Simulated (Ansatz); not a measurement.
AgI in space group P6_3mc (No. 186; Ag on 2a, Ag on 2b, I on 2a, I on 2b), the program Ansatz at the LDA level (PAW), all energies at zero smearing, with the estimated change up to a 700 eV cutoff added, with one set of potentials and settings (totals compare only within such a set). Cell of 8 atoms (4 Ag, 4 I): -59257.887 eV.

```json
[
 {"element": "Ag", "reference phase": "P6_3/mmc, 4 atoms in the cell", "E (eV/atom)": "-7458.1984"},
 {"element": "I", "reference phase": "Cmce, 4 atoms in the cell", "E (eV/atom)": "-7355.9427"}
]
```

Formation energy per atom, worked out: (-59257.887 − 4×(-7458.1984) − 4×(-7355.9427))/8 = -0.165 eV/atom (-16 kJ per mol of atoms), at 0 K, without zero-point energy or fitted corrections.

The first step of the workflow began from a Materials Project structure, measured or hypothetical. Its sites differ from those of the usual phase in this space group: another stacking or structure type. The LDA relaxation kept the symmetry of its start; whether a distortion lowers the energy is not shown. The run is not spin-polarised. A crystal of weakly bound layers computed without a dispersion correction: the cell and the soft elastic constants depend strongly on that. The references are the lowest solids computed at this level, not always the standard phases. Spin–orbit coupling is left out wherever it is not named.

Potentials: the earlier of the program's two PAW sets. The files were generated under PBE; for other functionals the program regenerates the frozen cores, and for LDA and PBEsol the local potential too.
